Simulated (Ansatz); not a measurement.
**Is this SnGe2Te3 structure a true minimum?**

The structure comes from a generated guess, relaxed at this level; another structure or a mixture of phases may lie lower.

These are results of DFT PBE, scalar-relativistic, plane waves, PAW in Ansatz, not measurements. Settings: cutoff 420 eV, Γ-centred mesh 12×12×4 on the computed 6-atom cell, Gaussian smearing of 0.02 eV; no spin polarisation.

The cell below (6 atoms, space group P3m1 (No. 156)) is relaxed within its symmetry.

```
Sn Ge Te
1.0
     4.31824    0.00000    0.00000
    -2.15912    3.73970    0.00000
     0.00000    0.00000   11.05263
Sn Ge Te
1 2 3
Direct
  0.33333 0.66667 0.33644
  0.00000 0.00000 0.99519
  0.66667 0.33333 0.67699
  0.00000 0.00000 0.49214
  0.66667 0.33333 0.12715
  0.33333 0.66667 0.80910
```

For the test a repeat of it with 12 atoms (edges 4.32, 4.32, 22.11 Å) was strained at random (σ = 1.5 % a component), the atoms were moved at random (σ = 0.10 Å), and all was relaxed again on a coarse 6×6×1 mesh (in the run’s order of axes) with 0.10 eV smearing, with no symmetry imposed.

Spin–orbit coupling, which can matter for Te, is left out.

Problem. Is the structure stable against such a distortion?

Solution. It returns, within 1 meV/atom of the unmoved cell on that mesh and with the same symmetry when read at 0.1 Å (P1 at 0.01 Å, so small strains and shifts remain). No instability shows in this cell; modes of other wave vectors, which need another repeat, aren't tested.
